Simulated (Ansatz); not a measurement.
GaB3As4, ordered on the zincblende lattice (P-43m) with 8 atoms a cell at its r2SCAN geometry, run in the PAW code Ansatz at 2 levels of theory. All values are calculated for a non-magnetic cell, which may be hypothetical.

The r2SCAN input:
```yaml
crystal:
  lattice:
    - [5.0210048635, 0.0, 0.0]
    - [0.0, 5.0210048635, 0.0]
    - [0.0, 0.0, 5.0210048635]
  atoms:
    - { symbol: B, position: [0.5, 0.0, 0.0] }
    - { symbol: As, position: [0.7656821463, 0.2343178537, 0.2343178537] }
    - { symbol: B, position: [0.0, 0.5, 0.0] }
    - { symbol: As, position: [0.2343178537, 0.7656821463, 0.2343178537] }
    - { symbol: B, position: [0.0, 0.0, 0.5] }
    - { symbol: As, position: [0.2343178537, 0.2343178537, 0.7656821463] }
    - { symbol: Ga, position: [0.5, 0.5, 0.5] }
    - { symbol: As, position: [0.7656821463, 0.7656821463, 0.7656821463] }
kpoints:
  mp_grid: { grid: [6, 6, 6] }
  band_path:
    path: [[0.0, 0.0, 0.0], [0.0, 0.5, 0.0], [0.5, 0.5, 0.0], [0.5, 0.5, 0.5]]
    npoints: 1
hamiltonian:
  xc: r2scan
scf:
  occupations: { method: fixed }
  n_extra_bands: 6
output:
  forces: true
  stress: true
  eigenvalues: true
```

Main results, then, where recorded, the levels near the gap in eV from the Fermi energy (columns number the bands from 0), one row a point of the path (Γ, X, M, R):
```
Crystal: 8 atoms, lattice volume = 126.582 Å³
Symmetry: 24 space group operations
Space group: P-43m (ITA 215)
```
```
Basis set: ecut = 500 eV, 3191 PW (Γ)
Bands: 47, of which v1, the nominal top of the filled ones, is band 41 counted from 1 (40 counted from 0)
k-points: 20 of 216 (time reversal used)
Free energy (F): -23718.319144 eV
Fermi energy:    10.250184 eV
--- Forces (eV/Å), atoms counted from 1 ---
  atom   1  B       0.00000      0.00000      0.00000
  atom   2  As      0.00239    -0.00239    -0.00239
  atom   3  B       0.00000      0.00000      0.00000
  atom   4  As    -0.00239      0.00239    -0.00239
  atom   5  B       0.00000      0.00000      0.00000
  atom   6  As    -0.00239    -0.00239      0.00239
  atom   7  Ga      0.00000      0.00000      0.00000
  atom   8  As      0.00239      0.00239      0.00239
--- Stress (GPa, compression-positive) ---
       -0.015194       0.000000       0.000000
        0.000000      -0.015194       0.000000
        0.000000       0.000000      -0.015194
  P = ⅓ Tr σ = -0.0152 GPa (-0.152 kbar)
```
```tsv
band_38	band_39	band_40	band_41	band_42	band_43
0.000	0.000	0.000	0.720	1.267	1.267
-3.195	-2.087	-2.087	1.403	1.800	3.564
-2.172	-1.528	-1.528	2.756	2.756	3.643
-1.149	-1.149	-1.149	1.674	1.674	1.674
```

With r2SCAN the gap is 0.72 eV and direct, at Γ.

Problem. Another run on the same cell gave
```
Basis set: ecut = 420 eV, 2517 PW (Γ)
Bands: 47, of which v1, the nominal top of the filled ones, is band 41 counted from 1 (40 counted from 0)
k-points: 10 of 64 (time reversal used)
hybrid outer 1: dexx = +2.780e-2 eV, tail = 1.85e-4 eV
hybrid outer 2: dexx = +2.272e-6 eV, tail = 7.94e-8 eV, Δε = 2.56e-3 eV, ΔF = 2.60e-3 eV/Å
Free energy (F): -23680.496826 eV
Fermi energy:    10.009542 eV
--- Forces (eV/Å), atoms counted from 1 ---
  atom   1  B       0.00000      0.00000      0.00000
  atom   2  As      0.08566    -0.08566    -0.08566
  atom   3  B       0.00000      0.00000      0.00000
  atom   4  As    -0.08566      0.08566    -0.08566
  atom   5  B       0.00000      0.00000      0.00000
  atom   6  As    -0.08566    -0.08566      0.08566
  atom   7  Ga      0.00000      0.00000      0.00000
  atom   8  As      0.08566      0.08566      0.08566
--- Stress (GPa, compression-positive) ---
       -0.499610       0.000000       0.000000
        0.000000      -0.499610       0.000000
        0.000000       0.000000      -0.499610
  P = ⅓ Tr σ = -0.4996 GPa (-4.996 kbar)
```
```tsv
band_38	band_39	band_40	band_41	band_42	band_43
0.000	0.000	0.000	1.160	1.674	1.674
-3.303	-2.145	-2.145	1.864	2.235	4.066
-2.245	-1.573	-1.573	3.311	3.311	4.084
-1.182	-1.182	-1.182	2.198	2.198	2.198
```
Which level of theory and mesh gave it?

Solution. It is HSE06, judged by the exchange loop and the size of the gap (a near hybrid could fit too), on 4×4×4; the blocks that differ from the first input, but for the band path:
```yaml
kpoints:
  mp_grid: { grid: [4, 4, 4] }
hamiltonian:
  xc: hse06
```
HSE06 gives a direct gap of 1.16 eV at Γ. The mean stress, -0.5 GPa, is small, and the program warns that its thresholds are loose for a hybrid's stress.

Small level splittings and stresses of the hybrids carry the error of their coarser meshes.

Totals of different functionals can't be compared.

Spin-orbit coupling is left out.
